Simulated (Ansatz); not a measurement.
Cr, DFT, PBE, all-electron LAPW, scalar-relativistic (Ansatz 0.2.0), run on 2 threads of Intel(R) Xeon(R) Platinum 8259CL CPU @ 2.50GHz (Skylake/Cascade Lake) on a shared host.

The cell comes from COD entry 5000220, which wasn't checked; take it as a given geometry.

Command: `ansatz run input.yaml --threads 2 --pin off --max-ram 6144MiB --backend cpu --events-out ev --progress --plain --runs-dir out`

```yaml
crystal:
  lattice:
    - [-2.8839, 2.8839, 2.8839]
    - [2.8839, -2.8839, 2.8839]
    - [1.44195, 1.44195, -1.44195]
  atoms:
    - { symbol: Cr, position: [0.0, 0.0, 0.0], spin: 3.0 }
    - { symbol: Cr, position: [0.0, 0.5, 0.0], spin: 3.0 }
    - { symbol: Cr, position: [0.5, 0.0, 0.0], spin: 3.0 }
    - { symbol: Cr, position: [0.5, 0.5, 0.0], spin: 3.0 }
magnetization:
  spin_polarized: true
kpoints:
  mp_grid: { grid: [5, 5, 9] }
scf:
  occupations: { method: fermi_dirac, width: 0.08 }
hamiltonian:
  xc: pbe
  pseudopotentials: { kind: all_electron, lapw: { basis_error: 0.001 } }
output:
  forces: true
  stress: true
md:
  timestep: 3.0
  n_steps: 15
  ensemble: nve
  temperature: 500
  initial_velocities: maxwell_boltzmann
  seed: 203511
```

(1) How large is the problem that the program sets up?

(2) About how long does it take, and how much memory does it use?

## Answers

(1) 113 irreducible k-points, 759 plane waves at Γ, 41 bands.

(2) 51 min of wall time for 191 SCF iterations, with a peak of 1.5 GiB. Times on shared machines scatter by tens of per cent.
